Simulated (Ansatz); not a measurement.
The elements of this relaxed trial crystal are hidden behind letters.

```
lattice vectors (Å)
   5.5957    0.0000    0.0000
  -2.7979    4.8460    0.0000
   0.0000    0.0000    7.0582
fractional positions
X 0.0000 0.0000 0.0000
Z 0.3333 0.6667 0.2777
Z 0.6667 0.3333 0.2777
Z 0.6667 0.3333 0.7223
Z 0.3333 0.6667 0.7223
```

All numbers below come from DFT PBE, scalar-relativistic, plane waves, PAW in Ansatz. Cutoff 420 eV, Γ-centred 12×12×6 mesh (5-atom cell), Gaussian smearing of 0.10 eV, no spin polarisation.

| Property | Result |
| --- | --- |
| Space group | P6/mmm (No. 191) |
| Conventional cell | a = 5.596 Å, c = 7.058 Å |
| Volume per atom | 38.28 Å³ |
| Density | 8.38 g/cm³ |
| Energy over the elements | −0.20 eV/atom |
| Gap on the 12×12×6 mesh of the 5-atom cell | 0 eV (a metal) |

Energies are uncorrected and count from the elements' standard states at the same level.

Q: X is an s-block element of period 6 and Z is a p-block element of period 6. Which elements are they?

A: X = Ba, Z = Pb, so the formula is BaPb4. Density times volume gives a mean mass of 8.38 × 38.28/1.6605 = 193.2 u per atom, and this set has 193.2 u. Around Ba lie 12 Pb at 3.78 Å; Pb is surrounded by 4 Pb at 3.14–3.23 Å and 3 Ba at 3.78 Å. Other sets within the hints have nearly the same mass, so mass alone doesn't settle it; this one was computed.

Spin–orbit coupling, which can matter for Pb, is left out. A structure relaxed within its symmetry needn't be a true minimum.
